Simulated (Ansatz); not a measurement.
BaTiO3:
```
BaTiO3
1.0
    0.00000     2.85787    -2.87395
    0.00000     2.85787     2.87395
    3.96422     0.00000     0.00000
Ba Ti O
1 1 3
Direct
  0.99503   0.00497   0.00000
  0.47951   0.52049   0.50000
  0.50935   0.97682   0.50000
  0.02318   0.49065   0.50000
  0.51304   0.48696   0.00000
```

Relaxed with r²SCAN.

Q: Give the Bader charges and basin volumes of the independent atoms, plane-wave PAW r²SCAN (Ansatz code).

A: 

```csv
atom,Bader charge (e),Bader volume (Å³)
Ba1,+1.58,20.6
Ti2,+2.29,7.1
O3,-1.28,12.5
O5,-1.31,12.5
```

Space group Amm2. This is a known low-temperature phase of the composition, computed here at zero pressure and temperature. Symmetry was held in the r²SCAN relaxation. At this level the phase is dynamically unstable (imaginary phonons). No spin polarisation was allowed. Scalar-relativistic: spin–orbit coupling is off unless named, which matters more the heavier the elements.

Potentials: the earlier of the program's two PAW sets.
